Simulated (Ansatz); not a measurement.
TaSi$_{2}$ (CrSi2 type, space group P6_222)

```xyz
9
Lattice="4.8030 0.0000 0.0000 -2.4015 4.1595 0.0000 0.0000 0.0000 6.6034" Properties=species:S:1:pos:R:3 pbc="T T T"
Ta     2.4015     0.0000     0.0000
Ta     1.2007     2.0798     2.2011
Ta     3.6022     2.0798     4.4023
Si     0.0000     1.3230     0.0000
Si     3.6573     0.6615     2.2011
Si     1.2558     3.4980     4.4023
Si     2.4015     2.8365     0.0000
Si    -1.2558     3.4980     2.2011
Si     1.1457     0.6615     4.4023
```

The atoms are displaced by Q × the pattern below (from a DFPT mode at Γ, largest move 1; Q in Å), at fixed cell. It is one choice among 2 degenerate patterns.

```tsv
atom	x	y	z
Ta2	0.000	0.000	-1.000
Ta3	0.000	0.000	1.000
Si4	0.000	-0.470	0.000
Si5	-0.074	0.342	0.214
Si6	-0.074	-0.342	-0.214
Si7	0.000	0.470	0.000
Si8	0.074	-0.342	0.214
Si9	0.074	0.342	-0.214
```

Atoms not listed stay in place.

These are PBE (plane waves to 420 eV, PAW, scalar-relativistic; Ansatz, a program for electronic structure) values and carry that method's errors. k mesh 11×11×7 (Γ-centred), Fermi-Dirac smearing 0.05 eV. E stands for the smeared free energy. With partly filled bands, energies and forces of such displacements shift with the k mesh and the smearing. Spin-orbit coupling is left out, though Ta is heavy. TaSi2 is run without spin polarisation. TaSi2 was relaxed with its symmetry unable to fall. The zero of ΔE is the undisplaced structure. The last digit holds for this mesh only.

```
Q (Å)    ΔE (meV/cell)
-------  -------------
-0.2800         1236.0
-0.2333          846.1
-0.1867          537.0
-0.1400          301.9
-0.0933          135.2
-0.0467           34.3
0.0000             0.0
0.0467            35.8
0.0933           147.7
0.1400           343.3
0.1867        withheld
0.2333          1009.4
0.2800          1486.3
```

### Question
Fit a polynomial form (powers 2, 3, 4) to the given rows and predict ΔE at Q = 0.1867.

### Answer
Least squares on the 12 given rows: ΔE = (16120)·Q² + (5934)·Q³ + (15960)·Q⁴, in meV/cell with Q in Å; root-mean-square residual 4.35 meV/cell. At 0.1867 the fit gives 619.9 meV/cell; the calculation gives 629.2 meV/cell, so the interpolation is off by -9.3 (-1.5 %). The quadratic term alone would give 561.9 meV/cell.

(For displaced atoms, the force is minus the slope of the energy, and its curvature is a force constant, which sets phonon frequencies.)
